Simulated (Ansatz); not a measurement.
# Eigenvalues along a path: Cu (diamond type)

```
Cu
1.0
     0.00000    2.30036    2.30036
     2.30036    0.00000    2.30036
     2.30036    2.30036    0.00000
Cu
2
Direct
  0.87500 0.87500 0.87500
  0.12500 0.12500 0.12500
```

The cell comes from a relaxation on PAW files under the same functional, begun from a prototype that needn't be the stable phase.

Level of theory: DFT with PBEsol, scalar-relativistic, in Ansatz 0.2.0; a Γ-centred 14×14×14 k mesh, Fermi–Dirac smearing of 0.1 eV, no spin polarisation. LAPW: all electrons, basis error target 1 meV/atom.

This run: volume at 0.68 of the series' base cell.

The structure type is held throughout; the real material can change phase at far lower pressure.

Path points, in fractions of the reciprocal vectors: Γ (0.000, 0.000, 0.000), X (0.500, 0.000, 0.500), U (0.625, 0.250, 0.625), K (0.375, 0.375, 0.750), L (0.500, 0.500, 0.500), W (0.500, 0.250, 0.750). The distance column jumps between branches of the path. Levels in eV from the Fermi level; bands 9 to 21, counted from the lowest band of the run. The gap is zero, the pressure 67.4 GPa.

```
# k(1/Å) point b9 b10 b11 b12 b13 b14 b15 b16 b17 b18 b19 b20 b21
0.000 Γ -9.28 -5.05 -5.05 -4.93 -4.93 -4.93 -2.97 -2.97 -2.97 -1.61 -1.61 13.42 13.42
0.171 - -9.16 -5.21 -5.01 -4.92 -4.92 -4.76 -3.08 -2.95 -2.95 -1.64 -1.58 11.76 11.76
0.341 - -8.81 -5.41 -4.91 -4.90 -4.90 -4.53 -3.36 -2.87 -2.87 -1.73 -1.52 10.06 10.06
0.512 - -8.25 -5.58 -4.88 -4.88 -4.74 -4.31 -3.74 -2.73 -2.73 -1.88 -1.47 8.51 8.51
0.683 - -7.48 -5.72 -4.86 -4.86 -4.52 -4.15 -4.10 -2.52 -2.52 -2.08 -1.42 7.12 7.12
0.854 - -6.58 -5.81 -4.85 -4.85 -4.55 -4.25 -3.91 -2.33 -2.25 -2.25 -1.35 5.93 5.93
1.024 - -5.84 -5.72 -4.86 -4.86 -4.79 -3.94 -3.78 -2.62 -1.97 -1.97 -1.16 3.83 4.97
1.195 - -5.79 -5.51 -4.86 -4.86 -4.41 -3.75 -3.61 -2.94 -1.73 -1.73 -0.67 1.89 4.33
1.366 X -5.67 -5.67 -4.86 -4.86 -3.93 -3.93 -3.27 -3.27 -1.64 -1.64 0.34 0.34 4.11
1.426 - -5.67 -5.66 -4.87 -4.85 -3.93 -3.93 -3.28 -3.27 -1.64 -1.63 0.34 0.35 3.99
1.486 - -5.69 -5.65 -4.87 -4.81 -3.95 -3.92 -3.30 -3.28 -1.63 -1.61 0.35 0.38 3.68
1.547 - -5.72 -5.63 -4.88 -4.76 -3.97 -3.90 -3.33 -3.28 -1.62 -1.58 0.36 0.43 3.23
1.607 - -5.75 -5.60 -4.90 -4.70 -4.00 -3.87 -3.38 -3.29 -1.61 -1.54 0.39 0.50 2.70
1.667 - -5.78 -5.56 -4.92 -4.64 -4.04 -3.83 -3.43 -3.30 -1.60 -1.49 0.43 0.58 2.13
1.728 - -5.80 -5.52 -4.95 -4.60 -4.08 -3.76 -3.48 -3.31 -1.59 -1.45 0.50 0.67 1.57
1.788 - -5.82 -5.47 -4.98 -4.57 -4.13 -3.68 -3.54 -3.31 -1.57 -1.43 0.60 0.65 1.15
1.849 U -5.82 -5.41 -5.02 -4.57 -4.18 -3.60 -3.59 -3.32 -1.55 -1.42 0.25 0.74 1.14
2.685 K -5.82 -5.41 -5.02 -4.57 -4.18 -3.60 -3.59 -3.32 -1.55 -1.42 0.25 0.74 1.14
2.866 - -5.83 -5.23 -5.15 -4.69 -4.36 -3.76 -3.34 -3.28 -1.52 -1.51 -1.22 1.41 1.79
3.047 - -5.94 -5.28 -5.06 -4.93 -4.53 -3.91 -3.33 -3.18 -2.10 -1.77 -1.47 2.45 2.76
3.228 - -6.49 -5.39 -5.01 -4.98 -4.64 -4.05 -3.40 -3.30 -2.14 -2.10 -1.46 3.80 4.02
3.409 - -7.34 -5.43 -5.02 -4.95 -4.64 -4.20 -3.49 -3.23 -2.42 -1.96 -1.47 5.40 5.55
3.590 - -8.14 -5.41 -5.09 -4.90 -4.65 -4.37 -3.40 -3.15 -2.68 -1.80 -1.50 7.23 7.33
3.771 - -8.76 -5.32 -5.12 -4.90 -4.73 -4.56 -3.21 -3.07 -2.85 -1.69 -1.55 9.25 9.31
3.952 - -9.15 -5.18 -5.09 -4.92 -4.85 -4.77 -3.04 -3.00 -2.94 -1.63 -1.59 11.42 11.45
4.133 Γ -9.28 -5.05 -5.05 -4.93 -4.93 -4.93 -2.97 -2.97 -2.97 -1.61 -1.61 13.42 13.42
4.281 - -9.19 -5.12 -5.12 -4.92 -4.83 -4.83 -3.01 -2.98 -2.98 -1.61 -1.61 11.46 12.67
4.429 - -8.93 -5.20 -5.20 -4.91 -4.70 -4.70 -3.10 -2.98 -2.98 -1.61 -1.61 9.24 11.87
4.577 - -8.51 -5.25 -5.25 -4.87 -4.59 -4.59 -3.25 -2.97 -2.97 -1.62 -1.62 7.09 11.18
4.725 - -7.94 -5.25 -5.25 -4.82 -4.55 -4.55 -3.43 -2.92 -2.92 -1.64 -1.64 5.07 10.58
4.873 - -7.28 -5.22 -5.22 -4.76 -4.57 -4.57 -3.57 -2.81 -2.81 -1.68 -1.68 3.22 10.11
5.020 - -6.58 -5.14 -5.14 -4.75 -4.65 -4.65 -3.59 -2.68 -2.68 -1.73 -1.73 1.60 9.75
5.168 - -5.98 -5.04 -5.04 -4.88 -4.78 -4.78 -3.38 -2.55 -2.55 -1.79 -1.79 0.34 9.53
5.316 L -5.69 -5.00 -4.93 -4.93 -4.89 -4.89 -3.20 -2.50 -2.50 -1.82 -1.82 -0.19 9.46
5.437 - -5.66 -5.16 -5.02 -4.91 -4.80 -4.74 -3.20 -2.54 -2.45 -1.80 -1.79 -0.19 8.98
5.558 - -5.58 -5.35 -5.09 -4.88 -4.69 -4.55 -3.21 -2.63 -2.27 -1.76 -1.73 -0.20 7.90
5.678 - -5.51 -5.50 -5.09 -4.83 -4.58 -4.38 -3.25 -2.76 -1.98 -1.70 -1.61 -0.20 6.63
5.799 - -5.63 -5.51 -4.96 -4.77 -4.48 -4.22 -3.34 -2.92 -1.73 -1.63 -1.29 -0.18 5.35
5.920 - -5.71 -5.57 -4.76 -4.71 -4.38 -4.07 -3.44 -3.08 -1.60 -1.54 -0.71 -0.08 4.13
6.040 - -5.75 -5.63 -4.64 -4.60 -4.26 -3.94 -3.54 -3.23 -1.52 -1.46 -0.01 0.13 3.03
6.161 - -5.76 -5.69 -4.58 -4.53 -4.11 -3.88 -3.59 -3.38 -1.45 -1.42 0.52 0.77 2.09
6.282 W -5.74 -5.74 -4.54 -4.54 -3.97 -3.97 -3.51 -3.51 -1.42 -1.42 1.04 1.04 1.91
6.367 - -5.73 -5.73 -4.55 -4.55 -3.96 -3.96 -3.50 -3.50 -1.42 -1.42 0.97 0.97 2.03
6.453 - -5.73 -5.73 -4.59 -4.59 -3.96 -3.96 -3.47 -3.47 -1.45 -1.45 0.82 0.82 2.31
6.538 - -5.72 -5.72 -4.65 -4.65 -3.96 -3.96 -3.43 -3.43 -1.48 -1.48 0.67 0.67 2.66
6.623 - -5.70 -5.70 -4.71 -4.71 -3.95 -3.95 -3.38 -3.38 -1.52 -1.52 0.55 0.55 3.05
6.709 - -5.69 -5.69 -4.77 -4.77 -3.94 -3.94 -3.34 -3.34 -1.57 -1.57 0.45 0.45 3.44
6.794 - -5.68 -5.68 -4.82 -4.82 -3.94 -3.94 -3.30 -3.30 -1.60 -1.60 0.39 0.39 3.78
6.879 - -5.67 -5.67 -4.85 -4.85 -3.93 -3.93 -3.28 -3.28 -1.63 -1.63 0.35 0.35 4.02
6.965 X -5.67 -5.67 -4.86 -4.86 -3.93 -3.93 -3.27 -3.27 -1.64 -1.64 0.34 0.34 4.11
```
